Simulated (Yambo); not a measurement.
Here is the system:

```xyz
9
Lattice="5.9250 0.0000 0.0000 -2.9625 5.1312 0.0000 0.0000 0.0000 4.7658" Properties=species:S:1:pos:R:3 pbc="T T T"
F      4.5010     0.8222     3.7041
F     -1.5385     4.3090     1.0617
F      2.9625     3.4869     3.7041
F      0.0000     1.6444     1.0617
F      1.4240     0.8222     3.7041
F      1.5385     4.3090     1.0617
Rb     0.0000     3.4208     3.3884
Rb     2.9625     1.7104     1.3774
Pt     0.0000     0.0000     0.0000
```

Workflow: norm-conserving PBEsol (Quantum ESPRESSO, 84 Ry, scalar-relativistic), then G0W0 in Yambo (3×3×2 Γ-centred k mesh, bands 5 to 222 and a 7 Ry block in the screening, 222 bands in G with the Bruneval-Gonze terminator, plasmon pole fitted at 27.2 eV).

Problem. Give the PBEsol and G0W0 gaps between the band edges found on this mesh, and say where the edges lie.

Solution. Edges: H → (0, 0.333, -0.5). PBEsol: 2.61 eV; G0W0: 6.47 eV. The mesh misses an edge: along a dense path the PBEsol gap is 2.53 eV. Nearest settings tried, and what they do to the gap: 148 bands in G: +8 meV; 93 bands in W, 93 bands in G: +161 meV; 6 Ry block (277 vectors against 307): -6 meV. Not varied: mesh. So the settings aren't converged at that level. Without spin-orbit coupling, band edges of such heavy elements can be off by tenths of an eV.

Geometry of the Materials Project entry, not relaxed at this level.

The structure is a Materials Project entry; no match was found in the copy of COD used, and its stability was not checked.
